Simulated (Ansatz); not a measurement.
SrZrO$_{3}$:
```
SrZrO3
1.0
   -2.89774     4.06749     2.90682
    2.89774    -4.06749     2.90682
    2.89774     4.06749    -2.90682
Sr Zr O
2 2 6
Direct
  0.23813   0.48813   0.75000
  0.76187   0.51187   0.25000
  0.50000   0.00000   0.50000
  0.00000   0.00000   0.00000
  0.66465   0.91465   0.75000
  0.33535   0.08535   0.25000
  0.20278   0.50000   0.20278
  0.79722   0.50000   0.79722
  0.79722   0.00000   0.29722
  0.20278   0.00000   0.70278
```

Cartesian axes are those of the cell as given.

### Question
Give the high-frequency dielectric tensor and the Born effective charge tensors of the independent atoms from DFPT, plane-wave PAW PBEsol (Ansatz code).

### Answer

ε∞:
```
4.63  0.00  0.00
0.00  4.66  0.00
0.00  0.00  4.70
```
Z* of atom 1 (Sr), rows: field, columns: displacement, in e:
```
2.49  0.00  0.00
0.00  2.39  0.00
0.00  0.00  2.62
```
Z* of atom 3 (Zr), rows: field, columns: displacement, in e:
```
 5.81   0.00   0.00
 0.00   6.00  -0.35
 0.00   0.62   5.99
```
Z* of atom 5 (O), rows: field, columns: displacement, in e:
```
-1.74   0.00   0.00
 0.00  -4.63   0.00
 0.00   0.00  -2.07
```
Z* of atom 7 (O), rows: field, columns: displacement, in e:
```
-3.28   0.00  -1.41
 0.00  -1.88   0.00
-1.36   0.00  -3.27
```

Space group Imma. The workflow started from a Materials Project entry (that database holds measured and hypothetical structures alike); the Crystallography Open Database copy checked does not list it. COD files the formula under space group No. 62, 63, 221. Its standing as an ambient phase is unchecked. The cell was relaxed with PBEsol under the symmetry of its start; whether a distortion lowers the energy is not shown. No spin polarisation was allowed. Scalar-relativistic: spin–orbit coupling is off unless named, which matters more the heavier the elements.

Potentials: the later of the program's two PAW sets.
